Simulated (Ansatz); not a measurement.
Ansatz (a program for electronic structure) input:

Ansatz 0.2 input:
```yaml
crystal:
  lattice:
    - [0.0, 4.7320672618, 4.7320672618]
    - [4.7320672618, 0.0, 4.7320672618]
    - [4.7320672618, 4.7320672618, 0.0]
  atoms:
    - { symbol: Cs, position: [0.75, 0.75, 0.75] }
    - { symbol: Cs, position: [0.25, 0.25, 0.25] }
    - { symbol: Rb, position: [0.5, 0.5, 0.5] }
    - { symbol: In, position: [0.0, 0.0, 0.0] }
    - { symbol: F, position: [0.7803971484, 0.2196028516, 0.2196028516] }
    - { symbol: F, position: [0.2196028516, 0.7803971484, 0.7803971484] }
    - { symbol: F, position: [0.2196028516, 0.7803971484, 0.2196028516] }
    - { symbol: F, position: [0.7803971484, 0.2196028516, 0.7803971484] }
    - { symbol: F, position: [0.2196028516, 0.2196028516, 0.7803971484] }
    - { symbol: F, position: [0.7803971484, 0.7803971484, 0.2196028516] }
kpoints:
  mp_grid: { grid: [5, 5, 5] }
hamiltonian:
  xc: r2scan
  pseudopotentials: { kind: paw }
scf:
  occupations: { method: fixed }
output:
  optics: { e_range: [0.0, 15.0], de: 0.05, sigma: 0.1, bands: { spectra_wanted_up_to: 12 eV } }
```

Output (shortened):

```
output.optics: the spectra are integrated over the Brillouin zone by k·p interpolation around the k-points, where levels, occupations, output.optics.sigma and …
Pseudopotential: Cs, paw, valence charge 9
Pseudopotential: Rb, paw, valence charge 9
Pseudopotential: In, paw, valence charge 13
Pseudopotential: F, paw, valence charge 7
Functional definition: r2SCAN
Crystal: 10 atoms, lattice volume = 211.925 Å³
Basis set: ecut = 500 eV, 5329 PW (Γ), exchange–correlation on 200×200×200 points (64 copies of the dense FFT grid, shifted against one another)
Bands: 51, of which v1, the nominal top of the filled ones, is band 41 counted from 1 (40 counted from 0)
Symmetry: 48 space group operations
Space group: Fm-3m (ITA 225), of the structure as read, at distance tolerance 6.0e-5 Å
k-points: 10 of 125
SCF iter   1: F=—  HF=-25132.605170 eV  |F-HF|=—  |Δ(HF+E_count)|=         —  Δρ=7.99e-3  dr2=1.20e-1  dr2_τ=1.85e-1  ethr=1.77e-3  ⟨swp⟩=5.2  Hψ=1967  notcnv=0  defer=57
preconditioner: auto → Resta (q_TF=auto, 2.329 Å⁻¹)
SCF iter   2: F=—  HF=-25132.755641 eV  |F-HF|=—  |Δ(HF+E_count)|=   1.50e-1  Δρ=3.65e-3  dr2=1.40e-2  dr2_τ=2.43e-3  ethr=1.46e-4  ⟨swp⟩=3.0  Hψ=1054  notcnv=0  defer=75
SCF iter   3: F=—  HF=-25132.753532 eV  |F-HF|=—  |Δ(HF+E_count)|=   2.11e-3  Δρ=1.24e-3  dr2=2.51e-3  dr2_τ=2.92e-4  ethr=1.70e-5  ⟨swp⟩=2.7  Hψ=743  notcnv=0  defer=78
SCF iter   4: F=—  HF=-25132.752918 eV  |F-HF|=—  |Δ(HF+E_count)|=   6.14e-4  Δρ=2.74e-4  dr2=7.86e-5  dr2_τ=1.35e-5  ethr=3.06e-6  ⟨swp⟩=2.8  Hψ=821  notcnv=0  defer=78
SCF iter   5: F=—  HF=-25132.752938 eV  |F-HF|=—  |Δ(HF+E_count)|=   2.01e-5  Δρ=4.38e-5  dr2=4.38e-6  dr2_τ=3.93e-7  ethr=9.58e-8  ⟨swp⟩=2.0  Hψ=867  notcnv=0  defer=78
SCF iter   6: F=—  HF=-25132.752799 eV  |F-HF|=—  |Δ(HF+E_count)|=   1.38e-4  Δρ=8.31e-6  dr2=1.26e-7  dr2_τ=1.17e-8  ethr=5.34e-9  ⟨swp⟩=2.0  Hψ=812  notcnv=0  defer=48
SCF iter   7: F=—  HF=-25132.752800 eV  |F-HF|=—  |Δ(HF+E_count)|=   1.74e-7  Δρ=2.54e-6  dr2=1.27e-8  dr2_τ=1.13e-9  ethr=1.53e-10  ⟨swp⟩=2.0  Hψ=861  notcnv=0  defer=49
SCF iter   8: F=—  HF=-25132.752800 eV  |F-HF|=—  |Δ(HF+E_count)|=   2.98e-9  Δρ=3.46e-7  dr2=2.21e-10  dr2_τ=2.00e-11  ethr=1.55e-11  ⟨swp⟩=2.0  Hψ=863  notcnv=0  defer=49
SCF iter  10: F=-25132.752800 eV  HF=-25132.752800 eV  |F-HF|=7.28e-12  |Δ(HF+E_count)|=  7.28e-12  Δρ=8.93e-9  dr2=2.07e-13  dr2_τ=2.45e-14  ethr=1.00e-12  ⟨swp⟩=14.1  Hψ=2282  notcnv=0
SCF 1 converged in 10 iterations: F = -25132.752800 eV  dr2 = 2.07e-13
NSCF: frozen V_eff on 10 k-points
Optics k sum: 0 of 10 k-points
Optics k sum: 1 of 10 k-points
Optics k sum: 2 of 10 k-points
Optics k sum: 3 of 10 k-points
Optics k sum: 4 of 10 k-points
Optics k sum: 5 of 10 k-points
Optics k sum: 6 of 10 k-points
Optics k sum: 7 of 10 k-points
Optics k sum: 8 of 10 k-points
Optics k sum: 9 of 10 k-points
Optics k sum: 10 of 10 k-points
Optics k sum: 0 of 10 k-points
Optics k sum: 1 of 10 k-points
Optics k sum: 2 of 10 k-points
Optics k sum: 3 of 10 k-points
Optics k sum: 4 of 10 k-points
Optics k sum: 5 of 10 k-points
Optics k sum: 6 of 10 k-points
Optics k sum: 7 of 10 k-points
Optics k sum: 8 of 10 k-points
Optics k sum: 9 of 10 k-points
Optics k sum: 10 of 10 k-points
NSCF: frozen V_eff on 1 k-points
NSCF: frozen V_eff on 1 k-points
NSCF: frozen V_eff on 1 k-points
NSCF: frozen V_eff on 1 k-points
output.optics: what the bands over the 86 summed would add to eps1, eps2 and the energy-loss function is held between a lower and an upper bound (10 Lanczos …
SCF converged after 10 iterations
Free energy (F): -25132.752800 eV
Harris-Foulkes:  -25132.752800 eV  (|F-HF|=7.28e-12)
Internal energy: -25132.752800 eV  (E = F + TS)
E sigma→0 (E₀):  -25132.752800 eV
Fermi energy:    1.550253 eV
--- Per-component energies (eV) ---
  E_band       = -473.562575
  E_kinetic    = 1975.892264
  E_local      = -6901.435723  (includes V_loc(G=0)·N_el)
  E_nonlocal   = 1041.367101
  E_hartree    = 2690.797968
  E_xc         = -1127.816025
  E_vxc        = -1233.556829  (∫ρ·V_xc dr)
  E_paw        = -18232.131147  (= ΣΔE_a)
  E_vpaw       = -818.415398  (= ΣTr[D̂ρ^β])
  E_aug_tail   = 0.005993  (compensation charges beyond the density's cutoff)
  E_vtau       = 80.984091  (kinetic-family band-sum trace: ∫τ·v_τ [+ j·A + Jᵃ·Aᵃ] dr)
  E_ewald      = -4580.163259
  E_core_change = 0.730028  (= ΣΔE_core)
  E_smearing   =  0.000000  (= −TS)
  E_closure    =  0.000000  (closes the sum)
  Σ components = -25132.752800   (vs F -25132.752800, Δ=0.00e0)
  [band-id]    e_kinetic+e_local+e_nonlocal+2·e_hartree+e_vxc+e_vpaw+e_augmentation_tail+e_vtau = -473.562564   (vs E_band -473.562575, Δ=1.07e-5)
--- Band table (eV; the first three rows and the last of 10) ---
  k-point 0: bands = ["-21.3319", "-19.2432", "-19.0564", "-19.0564", "-19.0175", "-19.0175", "-19.0175", "-16.7165", "-16.7109", "-8.9721", "-8.9721", "-8.9721", "-8.9028", "-8.9028", "-5.0496", "-5.0496", "-5.0496", "-3.4677", "-3.4677", "-3.4677", …
  k-point 1: bands = ["-21.3299", "-19.2636", "-19.0612", "-19.0612", "-19.0127", "-19.0127", "-18.9960", "-16.7192", "-16.7150", "-8.9717", "-8.9717", "-8.9710", "-8.9087", "-8.9087", "-5.0649", "-5.0224", "-5.0224", "-3.4283", "-3.4283", "-3.3864", …
  k-point 2: bands = ["-21.3268", "-19.2909", "-19.0675", "-19.0675", "-19.0066", "-19.0066", "-18.9669", "-16.7235", "-16.7217", "-8.9712", "-8.9712", "-8.9692", "-8.9182", "-8.9182", "-5.0899", "-4.9776", "-4.9776", "-3.3382", "-3.3382", "-3.2339", …
  k-point 9: bands = ["-21.3263", "-19.2828", "-19.0641", "-19.0445", "-19.0223", "-19.0144", "-18.9775", "-16.7261", "-16.7258", "-8.9704", "-8.9699", "-8.9693", "-8.9145", "-8.9059", "-5.0427", "-5.0324", "-4.9942", "-3.3569", "-3.2856", "-3.2854", …
```

Cost: roughly 2.3 core-minutes on shared cores.

The first step of the workflow began from a Materials Project structure, measured or hypothetical; the Crystallography Open Database copy checked does not list it. Whether it is the stable phase at ambient conditions was not checked. The cell was relaxed with r²SCAN under the symmetry of its start; its stability against distortions is not shown here. Spin–orbit coupling is left out wherever it is not named.

Potentials: the later of the program's two PAW sets.

Ansatz is a plane-wave DFT program.
